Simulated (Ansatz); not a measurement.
An Ansatz (a program for electronic structure) run. Input:

Ansatz 0.2 input:
```yaml
crystal:
  lattice:
    - [2.4381218663, 1.4076503158, 4.1662721394]
    - [-2.4381218663, 1.4076503158, 4.1662721394]
    - [0.0, -2.8153006317, 4.1662721394]
  atoms:
    - { symbol: B, position: [0.0106159194, 0.6538248422, 0.0106159195] }
    - { symbol: B, position: [0.9893840806, 0.3461751578, 0.9893840806] }
    - { symbol: B, position: [0.0106159194, 0.0106159194, 0.6538248422] }
    - { symbol: B, position: [0.9893840806, 0.9893840806, 0.3461751578] }
    - { symbol: B, position: [0.6538248422, 0.0106159194, 0.0106159195] }
    - { symbol: B, position: [0.3461751578, 0.9893840806, 0.9893840806] }
    - { symbol: B, position: [0.2215925054, 0.6298004476, 0.2215925054] }
    - { symbol: B, position: [0.7784074946, 0.3701995524, 0.7784074946] }
    - { symbol: B, position: [0.2215925054, 0.2215925054, 0.6298004476] }
    - { symbol: B, position: [0.7784074946, 0.7784074946, 0.3701995524] }
    - { symbol: B, position: [0.6298004476, 0.2215925054, 0.2215925054] }
    - { symbol: B, position: [0.3701995524, 0.7784074946, 0.7784074946] }
kpoints:
  mp_grid: { grid: [7, 7, 7] }
hamiltonian:
  xc: pbesol
  pseudopotentials: { azcp: { folder: ./paw }, kind: paw }
scf:
  occupations: { method: fixed }
dielectric: {}
```

Output (shortened):

```
Pseudopotential: B, paw, valence charge 3
Functional definition: PBEsol
Crystal: 12 atoms, lattice volume = 85.792 Å³
Basis set: ecut = 420 eV, 1693 PW (Γ), exchange–correlation on 72×72×72 points (8 copies of the dense FFT grid, shifted against one another)
Bands: 30, of which v1, the nominal top of the filled ones, is band 18 counted from 1 (17 counted from 0)
Symmetry: 12 space group operations
k-points: 100 of 343 (irreducible under 2 space group operations, time reversal used)
SCF iter   1: F=—  HF=-1836.366448 eV  |F-HF|=—  |Δ(HF+E_count)|=         —  Δρ=9.48e-2  dr2=1.18e1  ethr=3.10e-3  ⟨swp⟩=4.9  Hψ=13734  notcnv=0  defer=942
preconditioner: auto → none
SCF iter   2: F=—  HF=-1832.427740 eV  |F-HF|=—  |Δ(HF+E_count)|=    3.94e0  Δρ=3.51e-2  dr2=1.24e0  ethr=3.10e-3  ⟨swp⟩=3.0  Hψ=6490  notcnv=0  defer=934
SCF iter   3: F=—  HF=-1832.086241 eV  |F-HF|=—  |Δ(HF+E_count)|=   3.41e-1  Δρ=1.45e-2  dr2=2.03e-1  ethr=3.10e-3  ⟨swp⟩=2.8  Hψ=5549  notcnv=0  defer=947
SCF iter   4: F=—  HF=-1832.036817 eV  |F-HF|=—  |Δ(HF+E_count)|=   4.94e-2  Δρ=3.16e-3  dr2=1.30e-2  ethr=5.63e-4  ⟨swp⟩=2.1  Hψ=3917  notcnv=0  defer=994
SCF iter   5: F=—  HF=-1832.033911 eV  |F-HF|=—  |Δ(HF+E_count)|=   2.91e-3  Δρ=9.10e-4  dr2=3.56e-4  ethr=3.60e-5  ⟨swp⟩=2.3  Hψ=4807  notcnv=0  defer=996
SCF iter   6: F=—  HF=-1832.034048 eV  |F-HF|=—  |Δ(HF+E_count)|=   1.38e-4  Δρ=1.00e-4  dr2=3.69e-6  ethr=9.89e-7  ⟨swp⟩=2.5  Hψ=4442  notcnv=0  defer=996
SCF iter   7: F=—  HF=-1832.034054 eV  |F-HF|=—  |Δ(HF+E_count)|=   5.80e-6  Δρ=1.54e-5  dr2=7.40e-8  ethr=1.02e-8  ⟨swp⟩=2.0  Hψ=4083  notcnv=0  defer=989
SCF iter   8: F=—  HF=-1832.034054 eV  |F-HF|=—  |Δ(HF+E_count)|=   1.22e-7  Δρ=1.74e-6  dr2=9.88e-10  ethr=2.06e-10  ⟨swp⟩=2.0  Hψ=3939  notcnv=0  defer=989
SCF iter   9: F=-1832.034054 eV  HF=-1832.034054 eV  |F-HF|=1.02e-11  |Δ(HF+E_count)|=   1.34e-9  Δρ=1.16e-7  dr2=9.06e-12  ethr=1.00e-12  ⟨swp⟩=11.0  Hψ=16114  notcnv=0
SCF 1 converged in 9 iterations: F = -1832.034054 eV  dr2 = 9.06e-12
NSCF: frozen V_eff on 10 k-points
DFPT response loops at Γ: preconditioner auto → none (the input reference at scf.mixing.eps_inf says where Resta's filter doesn't serve); β = 0.50 …
── the response to a field inside a basis, on 8×8×8 k-points: an SCF that follows is theirs, and a resumed run solves both again ──
Crystal: 12 atoms, lattice volume = 85.792 Å³
Bands: 19, of which v1, the nominal top of the filled ones, is band 18 counted from 1 (17 counted from 0)
k-points: 60 of 512
SCF iter   1: F=—  HF=-1832.023139 eV  |F-HF|=—  |Δ(HF+E_count)|=         —  Δρ=1.50e-4  dr2=3.24e-6  ethr=1.00e-1
preconditioner: auto → none
SCF iter   2: F=—  HF=-1832.023142 eV  |F-HF|=—  |Δ(HF+E_count)|=   2.52e-6  Δρ=7.53e-5  dr2=8.18e-7  ethr=8.99e-9
SCF iter   3: F=-1832.023143 eV  HF=-1832.023143 eV  |F-HF|=6.72e-9  |Δ(HF+E_count)|=   8.74e-7  Δρ=1.81e-6  dr2=7.69e-9  ethr=2.27e-9
SCF 1 converged in 3 iterations: F = -1832.023143 eV  dr2 = 7.69e-9
DFPT response loops at Γ: mixed as the last ones told, above
SCF converged after 9 iterations
Free energy (F): -1832.034054 eV
Harris-Foulkes:  -1832.034054 eV  (|F-HF|=1.02e-11)
Internal energy: -1832.034054 eV  (E = F + TS)
E sigma→0 (E₀):  -1832.034054 eV
Fermi energy:    9.211659 eV
--- Per-component energies (eV) ---
  E_band       = 95.115136
  E_kinetic    = 604.687515
  E_local      = -325.281303  (includes V_loc(G=0)·N_el)
  E_nonlocal   = 94.086123
  E_hartree    = 109.801028
  E_xc         = -394.801963
  E_vxc        = -466.510839  (∫ρ·V_xc dr)
  E_paw        = -900.612359  (= ΣΔE_a)
  E_vpaw       = -31.468477  (= ΣTr[D̂ρ^β])
  E_aug_tail   = 0.000081  (compensation charges beyond the density's cutoff)
  E_ewald      = -1020.089707
  E_core_change = 0.176531  (= ΣΔE_core)
  E_smearing   =  0.000000  (= −TS)
  E_closure    = 0.000000  (closes the sum)
  Σ components = -1832.034054   (vs F -1832.034054, Δ=0.00e0)
  [band-id]    e_kinetic+e_local+e_nonlocal+2·e_hartree+e_vxc+e_vpaw+e_augmentation_tail = 95.115155   (vs E_band 95.115136, Δ=1.91e-5)
--- Band table (eV; the first three rows and the last of 100) ---
  k-point 0: bands = ["-7.1019", "-1.2841", "-1.0273", "-1.0273", "-0.0648", "0.6258", "0.6258", "0.9171", "2.5440", "2.8069", "2.8069", "3.5499", "4.6596", "4.6596", "7.7542", "8.3731", "8.3731", "8.8684", "10.5722", "13.7715", "13.7715", "13.9220", …
  k-point 1: bands = ["-6.9855", "-2.0003", "-1.3477", "-1.2270", "0.1665", "0.7765", "1.0551", "1.3085", "2.3448", "2.4448", "3.2727", "4.0278", "4.7486", "5.2435", "7.5868", "8.0404", "8.0710", "8.5365", "10.7530", "12.8241", "13.2389", "14.5146", …
  k-point 2: bands = ["-6.6619", "-3.2174", "-1.5231", "-1.4677", "-0.2106", "0.9054", "1.8064", "2.1695", "2.2274", "2.6074", "3.7118", "4.7730", "5.6112", "6.2378", "6.7124", "6.7433", "7.4334", "8.5777", "11.2142", "12.5662", "13.1150", "13.8871", …
  k-point 99: bands = ["-6.4467", "-3.4518", "-2.2167", "-1.4358", "-0.2469", "0.7097", "0.8388", "2.9398", "3.2313", "3.2329", "3.9122", "5.3622", "6.1545", "6.1944", "6.3829", "6.9802", "7.3457", "8.4968", "11.7123", "12.0471", "12.4075", "13.5588", …
--- Dielectric response (ions clamped): 3 representative field directions + reference, inside a basis on a mesh of 512 k-points (Σ response iterations 15) ---
  ε∞ (high-frequency dielectric tensor):
       10.402064     0.000000     0.000000
        0.000000    10.402064     0.000000
        0.000000     0.000000     7.740799
  Born effective charges Z* (e; rows j = field, columns β = displacement):
    site 0:
        -0.26301   -0.03340   -0.01898
        -0.03340   -0.30158    0.01096
        -0.27061    0.15624    0.04112
    site 1:
        -0.26301   -0.03340   -0.01898
        -0.03340   -0.30158    0.01096
        -0.27061    0.15624    0.04112
    site 2:
        -0.32086    0.00000    0.00000
         0.00000   -0.24373   -0.02192
         0.00000   -0.31247    0.04112
    site 3:
        -0.32086    0.00000    0.00000
         0.00000   -0.24373   -0.02192
         0.00000   -0.31247    0.04112
    site 4:
        -0.26301    0.03340    0.01898
         0.03340   -0.30158    0.01096
         0.27061    0.15624    0.04112
    site 5:
        -0.26301    0.03340    0.01898
         0.03340   -0.30158    0.01096
         0.27061    0.15624    0.04112
    site 6:
         0.46522   -0.31684    0.02730
        -0.31684    0.09936   -0.01576
        -0.05534    0.03195   -0.04112
    site 7:
         0.46522   -0.31684    0.02730
        -0.31684    0.09936   -0.01576
        -0.05534    0.03195   -0.04112
    site 8:
        -0.08356    0.00000    0.00000
         0.00000    0.64815    0.03152
         0.00000   -0.06390   -0.04112
    site 9:
        -0.08356    0.00000    0.00000
         0.00000    0.64815    0.03152
         0.00000   -0.06390   -0.04112
    site 10:
         0.46522    0.31684   -0.02730
         0.31684    0.09936   -0.01576
         0.05534    0.03195   -0.04112
    site 11:
         0.46522    0.31684   -0.02730
         0.31684    0.09936   -0.01576
         0.05534    0.03195   -0.04112
  Z* charge neutrality: 1.142e-3 e pre-enforcement
  solved inside a basis spanned on kpoints, on 8×8×8 k-points, its susceptibility summed on 12×12×12: ε∞ is read to err by 3.0e-2, Z* by 3.8e-3 e (field_mesh …
```

Cost: very roughly 70 core-seconds on shared cores.

Space group R-3m (α-B12). The cell was relaxed with PBEsol under the symmetry of its start.

Potentials: the earlier of the program's two PAW sets. The files were generated under PBE; for other functionals the program regenerates the frozen cores, and for LDA and PBEsol the local potential too.

Ansatz is a plane-wave DFT program.
